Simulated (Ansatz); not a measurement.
ZrC (rock salt) was relaxed and computed twice in Ansatz (plane waves, PAW), once with LDA and once with r²SCAN.

|  | run 1 | run 2 |
|---|---|---|
| cell | a = 4.6414 Å, b = 4.6414 Å, c = 4.6414 Å, α = 90.00°, β = 90.00°, γ = 90.00° | a = 4.7114 Å, b = 4.7114 Å, c = 4.7114 Å, α = 90.00°, β = 90.00°, γ = 90.00° |
| ΔH_f (eV/atom) | -0.92 | -1.01 |
| B₀ by P(V) fit (GPa) | 247 | 230 |
| K_Hill (GPa) | 247 | 230 |
| G_Hill (GPa) | 177 | 172 |
| highest Γ mode, no LO–TO term (cm⁻¹) | 451 | 407 |
| Θ_D (K) | 720 | 714 |

### Question
Which run used which functional?

### Answer
Run 1 is LDA, run 2 is r²SCAN.

All cells were relaxed under the symmetry of their starts (and spin orders); stability against distortions was not tested throughout. Rows with no word on spin ran without spin polarisation. Spin–orbit coupling is left out wherever it is not named.

Potentials: the later of the program's two PAW sets.

Ansatz (a quantum-chemistry and plane-wave program) is a plane-wave DFT program.

Formation energies count from the lowest solids of the elements computed at the same level, not from gases.
